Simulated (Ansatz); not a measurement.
Relaxing a structure of SiW2

The start is a relaxed SiW2 cell, doubled along one cell vector, shaken by Gaussian noise of σ = 0.08 Å a coordinate. The cell and all atomic positions are relaxed at zero pressure with r2SCAN (plane waves to 500 eV, PAW, scalar-relativistic; Ansatz, a quantum-chemistry and plane-wave program). The first steps use a coarse 6×6×2 k-mesh.

Starting cell:
```yaml
crystal:
  lattice:
    - [3.66730, 0.00000, 0.00000]
    - [0.00000, 3.66730, 0.00000]
    - [0.00000, 0.00000, 13.46280]
  atoms:
    - { symbol: W, position: [0.00876, 0.99858, 0.00189] }
    - { symbol: W, position: [0.01396, 0.00269, 0.49177] }
    - { symbol: W, position: [0.51327, 0.47743, 0.99469] }
    - { symbol: W, position: [0.50753, 0.47353, 0.49854] }
    - { symbol: W, position: [0.49009, 0.01901, 0.17105] }
    - { symbol: W, position: [0.45593, 0.00163, 0.68074] }
    - { symbol: W, position: [0.99926, 0.48395, 0.33145] }
    - { symbol: W, position: [0.99085, 0.46315, 0.82806] }
    - { symbol: Si, position: [0.48514, 0.03049, 0.35693] }
    - { symbol: Si, position: [0.50533, 0.01826, 0.85483] }
    - { symbol: Si, position: [0.99981, 0.48217, 0.14241] }
    - { symbol: Si, position: [0.00016, 0.53402, 0.64033] }
```

Task: Which atoms feel the largest initial force, and how large is it?

Result: About 3.1 eV/Å, on W6 (atoms numbered as listed).

Task: How much energy is released per atom?

Result: 0.26 eV/atom.

Task: How does the volume change?

Result: -1.6 %, from 15.09 to 14.84 Å³/atom.

Task: Is the parent structure recovered?

Result: It does not go back: it reaches Pmmn (No. 59), 0.15 eV/atom below the parent.

Task: Write out the relaxed structure.

Result: 
```cif
data_Si2W4
_chemical_formula_sum 'W4 Si2'
_space_group_name_H-M_alt 'Pmmn :1'
_space_group_IT_number 59
_space_group_name_Hall 'P 2 2ab -1ab'
_cell_length_a 3.15485
_cell_length_b 4.20443
_cell_length_c 6.71492
_cell_angle_alpha 90.000
_cell_angle_beta 90.000
_cell_angle_gamma 90.000
loop_
_space_group_symop_operation_xyz
  'x, y, z'
  '-x, -y, z'
  'x+1/2, -y+1/2, -z'
  '-x+1/2, y+1/2, -z'
  '-x+1/2, -y+1/2, -z'
  'x+1/2, y+1/2, -z'
  '-x, y, z'
  'x, -y, z'
loop_
_atom_site_label
_atom_site_type_symbol
_atom_site_symmetry_multiplicity
_atom_site_Wyckoff_symbol
_atom_site_fract_x
_atom_site_fract_y
_atom_site_fract_z
_atom_site_occupancy
W1 W 2 a 0.00000 0.00000 0.99183 1
W2 W 2 b 0.00000 0.50000 0.34683 1
Si1 Si 2 b 0.50000 0.00000 0.28923 1
```

Final values are on a 15×11×7 k-mesh of the relaxed cell. No spin polarisation in the result.

The relaxed structure here is a generated cell of SiW2: the first start was made by placing the elements on the sites of a structure type, and the end was not matched to a known phase here, so it may be hypothetical.
